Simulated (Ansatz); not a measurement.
Density of states of a Y₃Sn₇ cell (elements on a hcp lattice, relaxed), per eV and atom, broadened by Gaussian smearing of width 0.1 eV and averaged over bins of 0.4 eV, from 8 eV under the Fermi level at most up to where the solved bands end.

All numbers below come from DFT PBE, scalar-relativistic, plane waves, PAW (Ansatz 0.2.0).

Settings: cutoff 420 eV, Γ-centred mesh 4×5×4 on the computed 20-atom cell, Gaussian smearing of 0.10 eV; no spin polarisation.

```
Y Sn
1.0
     5.68091   -2.64185   -5.69468
     5.18429   -2.87915    5.36181
    -1.82009   -8.30166    0.27214
Y Sn
6 14
Direct
  0.04235 0.20192 0.40810
  0.61585 0.85453 0.65976
  0.87668 0.10661 0.82293
  0.76962 0.96459 0.25258
  0.64234 0.44698 0.15818
  0.37937 0.20945 0.95254
  0.13540 0.42788 0.66091
  0.47489 0.65882 0.42846
  0.25455 0.51516 0.23529
  0.99988 0.31521 0.04483
  0.55795 0.84777 0.02993
  0.33445 0.61971 0.85120
  0.00421 0.80752 0.58953
  0.85619 0.57195 0.40538
  0.64831 0.25105 0.53033
  0.41478 0.09334 0.34492
  0.14731 0.90723 0.16441
  0.91262 0.71382 0.97472
  0.68414 0.46390 0.78052
  0.25552 0.01862 0.70368
```

```csv
E − E_F (eV),total,Sn 5p,Y 4d,Sn 5s,Y 5s
-7.85,0.322,0.071,0.020,0.209,0.017
-7.45,0.345,0.072,0.029,0.227,0.013
-7.05,0.416,0.080,0.044,0.274,0.011
-6.65,0.344,0.066,0.044,0.224,0.006
-6.25,0.405,0.071,0.052,0.271,0.007
-5.85,0.337,0.058,0.041,0.229,0.005
-5.45,0.188,0.032,0.021,0.130,0.003
-5.05,0.096,0.019,0.010,0.064,0.002
-4.65,0.047,0.008,0.005,0.033,0.001
-4.25,0.008,0.003,0.001,0.003,0.000
-3.85,0.246,0.181,0.024,0.012,0.023
-3.45,0.472,0.357,0.051,0.026,0.029
-3.05,0.521,0.382,0.072,0.034,0.023
-2.65,0.570,0.403,0.092,0.040,0.022
-2.25,0.574,0.398,0.104,0.041,0.018
-1.85,0.654,0.428,0.150,0.046,0.015
-1.45,0.709,0.440,0.193,0.047,0.013
-1.05,0.700,0.406,0.219,0.048,0.012
-0.65,0.644,0.340,0.234,0.043,0.011
-0.25,0.581,0.282,0.231,0.041,0.012
0.15,0.602,0.258,0.265,0.046,0.015
0.55,0.616,0.266,0.263,0.051,0.015
```

The columns after the total are the largest Löwdin projections on the valence shells of the potentials, so they needn't add up, and the weight of a shell that a potential lacks goes to other orbitals. The cell has no gap on the mesh.

Cost: 2 runs of about 12 core-minutes in all (earlier runs that led there not counted), on Intel Xeon 6975P-C (Granite Rapids) (shared hosts).